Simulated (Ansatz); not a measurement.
B:
Space group R-3m, hexagonal axes (No. 166); a = 4.876 Å, b = 4.876 Å, c = 12.499 Å, α = 90.00°, β = 90.00°, γ = 120.00°

| atom | site | symmetry | x | y | z |
|---|---|---|---|---|---|
| B | 18h | .m | 0.2379 | 0.1189 | 0.1083 |
| B | 18h | .m | 0.1973 | 0.3945 | 0.0243 |
(The calculation used a cell of 12 atoms; values per cell refer to that cell.)

Relaxed with PBEsol. 

**Question.** HSE06 on this cell (Ansatz, a first-principles code, PAW) gives a gap of 1.94 eV. What does PBEsol give?

**Answer.** 1.34 eV.

Cost on shared cores: the PBEsol run (SCF on a 7×7×7 mesh, then bands and DOS) about 27 core-seconds (a rough figure), the HSE06 run (SCF on 4×4×4, then a few points) around 80 core-seconds (rough); the tasks are unlike.

The PBEsol relaxation kept the symmetry of its start.

Potentials: the earlier of the program's two PAW sets.

Ansatz is a plane-wave DFT program.
